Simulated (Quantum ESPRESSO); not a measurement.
## Calculated data, AlInGa$_{2}$As$_{4}$ (made-up cell)

Computed with Quantum ESPRESSO 7.5. Calculation on a made-up crystal cell, not a measurement: periodic Kohn-Sham density functional theory in plane waves with PseudoDojo standard norm-conserving scalar-relativistic pseudopotentials, each functional with its own files (v0.5 for PBE, v0.4.1 for LDA and PBEsol), no spin polarisation, no spin-orbit coupling, atoms not relaxed, stress positive in tension, energies less a fixed whole-eV offset for each atom's element; levels are Kohn-Sham levels at fractions of this cell's reciprocal vectors, counted from the reference band (half the neutral cell's valence electrons, rounded up) at Gamma; error bars cover cutoff and k-mesh only, not smearing or the files; added strain carries the atoms with the cell, and shear is the tensor component; each bar is the largest change over components, and at least 0.002 eV, 0.002 eV per angstrom or 0.02 GPa; energies are for the whole cell, and the offsets were chosen from early runs and are not element reference energies.

Settings shared by all entries: lattice type zincblende/diamond; functional pbe; cutoff 1143 eV; fermi dirac smearing 0.1 eV; scf tolerance 1e-07 eV; electrons removed 0; k mesh 6 x 6 x 6, shifted by half a step.

```yaml
- entry: 1
  formula: AlInGa2As4
  kind: "made-up cell"
  structure:
    cell_angstrom:
      - [6.0081, 0.0955, -0.0015]
      - [0.0955, 5.8943, -0.0348]
      - [-0.0015, -0.0348, 6.0064]
    atoms_fractional:
      - [Ga, 0.02579, -0.00544, -0.03176]
      - [Al, 3.0e-05, 0.52632, 0.49721]
      - [In, 0.50119, -0.03817, 0.52205]
      - [Ga, 0.51196, 0.49802, -0.0032]
      - [As, 0.26235, 0.23705, 0.23021]
      - [As, 0.23081, 0.75415, 0.7514]
      - [As, 0.74898, 0.25983, 0.75446]
      - [As, 0.72957, 0.7824, 0.24436]
  given:
    atom_site: [1, 2, 3, 4, 5, 6, 7, 8]
    "atom_energy_offset [eV]": [-2080, -64, -1808, -2080, -2887, -2887, -2887, -2887]
  results:
    "free_energy_less_offsets [eV]": 0.7586
    "smearing_term_minus_ts [eV]": -0.005923
    scf_iterations: 11
    "pressure [GPa]": -0.7346
    "stress_xx [GPa]": 0.8808
    "stress_yy [GPa]": 1.116
    "stress_zz [GPa]": 0.207
    "stress_yz [GPa]": -2.705
    "stress_xz [GPa]": 3.506
    "stress_xy [GPa]": 2.132
    force_site: [1, 2, 3, 4, 5, 6, 7, 8]
    "force_x [eV/angstrom]": [-1.684, -0.5814, -0.7319, -0.5192, -0.5808, 0.7035, 0.9151, 2.478]
    "force_y [eV/angstrom]": [2.018, -0.9817, 2.472, 0.08961, 0.8133, -2.394, 0.04918, -2.066]
    "force_z [eV/angstrom]": [1.892, -0.9483, 0.5812, 0.7203, 0.4524, -0.1607, -0.5573, -1.98]
    "error_bar_energy [eV]": 0.00396
    "error_bar_stress [GPa]": 0.02
    "error_bar_force [eV/angstrom]": 0.002
    error_bars_from: "tighter rerun of a related cell"
- entry: 2
  formula: AlInGa2As4
  kind: "made-up cell"
  structure:
    cell_angstrom:
      - [6.0081, 0.0955, -0.0015]
      - [0.0955, 5.8943, -0.0348]
      - [-0.0015, -0.0348, 6.0064]
    atoms_fractional:
      - [Ga, 0.02579, -0.00544, -0.03176]
      - [Al, 3.0e-05, 0.52632, 0.49721]
      - [In, 0.5012, -0.03813, 0.52912]
      - [Ga, 0.51196, 0.49802, -0.0032]
      - [As, 0.26235, 0.23705, 0.23021]
      - [As, 0.23081, 0.75415, 0.7514]
      - [As, 0.74898, 0.25983, 0.75446]
      - [As, 0.72957, 0.7824, 0.24436]
  given:
    atom_site: [1, 2, 3, 4, 5, 6, 7, 8]
    "atom_energy_offset [eV]": [-2080, -64, -1808, -2080, -2887, -2887, -2887, -2887]
  results:
    "free_energy_less_offsets [eV]": 0.7448
    "smearing_term_minus_ts [eV]": -0.006439
    scf_iterations: 11
    "pressure [GPa]": -0.812
    "stress_xx [GPa]": 0.9115
    "stress_yy [GPa]": 1.119
    "stress_zz [GPa]": 0.4058
    "stress_yz [GPa]": -2.497
    "stress_xz [GPa]": 3.371
    "stress_xy [GPa]": 1.753
    force_site: [1, 2, 3, 4, 5, 6, 7, 8]
    "force_x [eV/angstrom]": [-1.68, -0.5762, -0.4089, -0.5259, -0.5347, 0.5419, 0.9562, 2.227]
    "force_y [eV/angstrom]": [2.017, -0.98, 2.39, 0.08414, 0.7682, -2.51, 0.0994, -1.869]
    "force_z [eV/angstrom]": [1.936, -1.008, 0.06946, 0.7654, 0.5008, -0.04547, -0.5057, -1.712]
    "error_bar_energy [eV]": 0.00396
    "error_bar_stress [GPa]": 0.02
    "error_bar_force [eV/angstrom]": 0.002
    error_bars_from: "tighter rerun of a related cell"
```
